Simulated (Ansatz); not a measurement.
MoRu, first-principles data

MoRu:
Space group P4/mmm (No. 123); a = b = 2.7646 Å, c = 3.8157 Å, α = β = γ = 90.00°

```json
[
 {"atom": "Ru", "site": "1a", "symmetry": "4/mmm", "x": "0.0000", "y": "0.0000", "z": "0.0000"},
 {"atom": "Mo", "site": "1d", "symmetry": "4/mmm", "x": "0.5000", "y": "0.5000", "z": "0.5000"}
]
```

Space group P4/mmm (No. 123), L1₀ or tetragonal B2; conventional cell a = 2.7646 Å, b = 2.7646 Å, c = 3.8157 Å, α = 90.00°, β = 90.00°, γ = 90.00°.

Method: DFT-r²SCAN in the program Ansatz with PAW potentials. Geometry: relaxed at this level of theory. Other levels are named where they apply.

**Cell and energy**

```
Item                                                           Value
-----------------------------------------------------  -------------
Volume per atom                                             14.58 Å³
Density                                                  11.22 g/cm³
Formation energy from the elements (no fitted shifts)  0.077 eV/atom
```

**Electronic structure**

```
Property                                                                    Value
------------------------------------  -------------------------------------------
Electronic character                                            metallic (no gap)
Density of states at the Fermi level  1.1 states/eV per atom (mean over ±0.08 eV)
Gap with spin–orbit coupling                                      none (metallic)
```

**Mechanics**

```
Property                             Result
----------------------------------  -------
Bulk modulus (Birch–Murnaghan fit)  296 GPa
Pressure derivative B′                  4.4
```

**Charges**

```
Item                          Value
-------------  --------------------
Bader charges  Ru -0.59, Mo +0.59 e
```

The start of the workflow was typed in or built on a structure type; neither database checked (COD, Materials Project) lists it. Its standing as an ambient phase is unchecked. The cell was relaxed with r²SCAN under the symmetry of its start; its stability against distortions is not shown here. The run is not spin-polarised. Axis ratios of metals converge slowly with the k-mesh, so a and c are less sure than the volume. The references are the lowest solids computed at this level, not always the standard phases. Spin–orbit coupling is left out wherever it is not named.

Potentials: the earlier of the program's two PAW sets.
